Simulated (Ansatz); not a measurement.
RbCaH3: pressure against volume

RbCaH3, Pm-3m, a = 4.517 Å. The structure is a COD entry; whether it is the stable form wasn't checked. Ansatz: r2SCAN, PAW, 500 eV, Γ-centred 6×6×6 mesh on 5 atoms, Gaussian smearing 0.02 eV; no spin polarisation. Symmetry fixes shape and atoms, so the cell is only scaled; pressure is positive in compression.

```
V (Å³/atom) P (GPa)
     17.327        ?
     17.880     0.79
     18.433    -0.03
     18.986    -0.75
     19.539    -1.37
```

Problem. Take V0 = 18.433 Å³/atom, count pressures from its P0 = -0.03 GPa, fit the third-order Birch–Murnaghan form to the other rows, and predict the missing pressure.

Solution. With the Eulerian strain f = ½[(V0/V)^(2/3) − 1] and y = (P − P0)/[3f(1 + 2f)^(5/2)], the form is the line y = B0 + 1.5 B0 (B0′ − 4) f. Rows (f, y): 0.01026, 25.32; -0.00976, 25.83; -0.01905, 25.84. Means f = -0.006183, y = 25.663; Σ(Δf)² = 0.0004487, ΣΔfΔy = -0.008515; the slope is their ratio. y = 25.55 − 18.98 f GPa, so B0 = 25.6 GPa and B0′ = 4 + 2 × (-18.98)/(3 × 25.55) = 3.50. At V = 17.327, f = 0.02106, y = 25.150 and P = 1.73 GPa. The run gave 1.74 GPa, so the fit is 0.01 GPa too low, a small miss on the scale of the series. The form still works here, 33 % of the fitted range beyond its end.

Cost: 5 runs of about 1.3 core-minutes in all, on AMD EPYC (Zen 3) (shared hosts).